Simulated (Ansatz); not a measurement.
**Structure optimisation: molybdenum, simple cubic**

Method: DFT, r2SCAN, plane waves (500 eV) with PAW, scalar-relativistic in Ansatz 0.2.0. The PAW files were generated under PBE, with cores re-solved for the functional.

k-point mesh 12×12×12, Fermi-Dirac smearing 0.1 eV, no spin polarisation. Cell and atoms relax.

Starting structure:

```yaml
crystal:
  lattice:
    - [2.5629259694, 0.0, 0.0]
    - [0.0, 2.5629259694, 0.0]
    - [0.0, 0.0, 2.5629259694]
  atoms:
    - { symbol: Mo, position: [0.0, 0.0, 0.0] }
hamiltonian:
  xc: r2scan
  pseudopotentials:
    kind: paw
    azcp:
      Mo: "pseudopotentials/Mo.paw.azcp"
basis:
  ecutwfc: 500
  fft_grid_basis: typed
kpoints:
  mp_grid: { grid: [12, 12, 12], shift: [0, 0, 0] }
magnetization:
  spin_polarized: false
scf:
  occupations: { method: fermi_dirac, width: 0.1 }
relax:
  max_steps: 60
  f_tol: 0.01
  cell: {}
output:
  write_density: true
  write_potential: true
  elf: true
  volumetric_format: npy
```

**Question.** What cell does the relaxation end in?

**Answer.** Pm-3m with a = 2.592 Å; 17.41 Å³ per atom against 16.83 at the start (3.4 %).

**Question.** How much energy does the relaxation gain?

**Answer.** 12.8 meV per atom.
